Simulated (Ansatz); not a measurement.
FeP2:
```xyz
6
Lattice="4.9278 0.0000 0.0000 0.0000 5.6334 0.0000 0.0000 0.0000 2.7177" Properties=species:S:1:pos:R:3 pbc="T T T"
Fe     2.4639     2.8167     1.3589
Fe     0.0000     0.0000     0.0000
P      1.6197     4.8967     1.3589
P      3.3081     0.7367     1.3589
P      4.0836     3.5533     0.0000
P      0.8442     2.0800     0.0000
```

Relaxed with r²SCAN. Special points in fractions of this cell's reciprocal vectors: Γ (0.000, 0.000, 0.000); X (0.500, 0.000, 0.000); S (0.500, 0.500, 0.000); Y (0.000, 0.500, 0.000); Z (0.000, 0.000, 0.500); U (0.500, 0.000, 0.500); R (0.500, 0.500, 0.500); T (0.000, 0.500, 0.500).

Q: List the band energies nearest the valence-band maximum at these points for the program Ansatz at the r²SCAN level (PAW).

A: In eV from the valence-band maximum; about four levels below and three above (degenerate sets whole), none deeper than 8.9 eV; points with the same levels are listed once.

| k | below | above |
|---|---|---|
| Γ | -0.67 -0.26 -0.25 -0.09 | 2.64 2.79 5.03 |
| X | -0.84 -0.84 -0.22 -0.22 | 4.18 4.18 4.68 4.68 |
| S | -0.90 -0.90 -0.17 -0.17 | 2.41 2.41 5.46 5.46 |
| Y | -0.39 -0.39 -0.26 -0.26 | 3.20 3.20 3.89 3.89 |
| Z | -1.12 -1.12 -0.57 -0.57 | 1.03 1.03 2.80 2.80 |
| U | -1.15 -1.15 -0.62 -0.62 | 1.54 1.54 2.60 2.60 |
| R | -0.92 -0.92 -0.08 -0.08 | 1.30 1.30 2.96 2.96 |
| T | -1.23 -1.23 -0.23 -0.23 | 1.07 1.07 1.95 1.95 |

Space group Pnnm. The workflow started from a Materials Project entry (that database holds measured and hypothetical structures alike); the Crystallography Open Database copy checked does not list it. Its standing as an ambient phase is unchecked. Symmetry was held in the r²SCAN relaxation; whether a distortion lowers the energy is not shown. No spin polarisation was allowed.

Potentials: the later of the program's two PAW sets.
